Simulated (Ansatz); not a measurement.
# Ce (fcc)

The computed numbers are results of PBEsol, scalar-relativistic (collinear spin) in the plane-wave PAW code Ansatz at 420 eV, Γ-centred 14×14×14 mesh, 0.05 eV Gaussian smearing; PAW files: Ansatz's generated set soft_2.

```xyz
1
Lattice="0.0000 2.2856 2.2856 2.2856 0.0000 2.2856 2.2856 2.2856 0.0000" Properties=species:S:1:pos:R:3 pbc="T T T"
Ce    0.0000    0.0000    0.0000
```

Magnetic state: non-magnetic, site spin moments none.

Q: Which orbitals carry the states at the Fermi level, and how many states are there?

A: Within 0.1 eV of it: Ce 4f 69 %, Ce 5d 23 % (shares among the projected shells). The Fermi level sits on a steep edge: the density of states is 1.4, 1.7 and 3.3 states/eV per cell at −0.1, 0 and +0.1 eV.

Density of states (tetrahedra, averaged over 0.5 eV; states/eV per cell of 1 atom; energy in eV from the Fermi level; projections on Löwdin-orthogonalised atomic orbitals, summed over sites):

```
    E  total  Ce 4f up  Ce 4f down  Ce 5d up  Ce 5d down  Ce 6s
-3.10    0.1       0.0         0.0       0.1         0.1    0.0
-2.60    0.4       0.0         0.0       0.2         0.2    0.0
-2.10    0.9       0.0         0.0       0.4         0.4    0.0
-1.60    2.0       0.1         0.1       0.7         0.7    0.1
-1.10    1.5       0.2         0.2       0.5         0.5    0.1
-0.60    2.1       0.5         0.5       0.5         0.5    0.1
-0.10    1.9       0.6         0.6       0.3         0.3    0.1
 0.40    8.2       3.8         3.8       0.2         0.2    0.1
 0.90   13.7       6.4         6.4       0.4         0.4    0.1
 1.40    4.2       1.5         1.5       0.5         0.5    0.0
 1.90    1.3       0.3         0.3       0.4         0.4    0.0
 2.40    1.5       0.2         0.2       0.5         0.5    0.1
 2.90    1.4       0.1         0.1       0.5         0.5    0.1
 3.40    1.0       0.1         0.1       0.4         0.4    0.1
 3.90    1.0       0.0         0.0       0.4         0.4    0.1
```

For elements this heavy, spin–orbit coupling would shift levels and gaps; it isn't included here.

The open shells may stand above their lowest state, and forces and pressures are less sure for it.
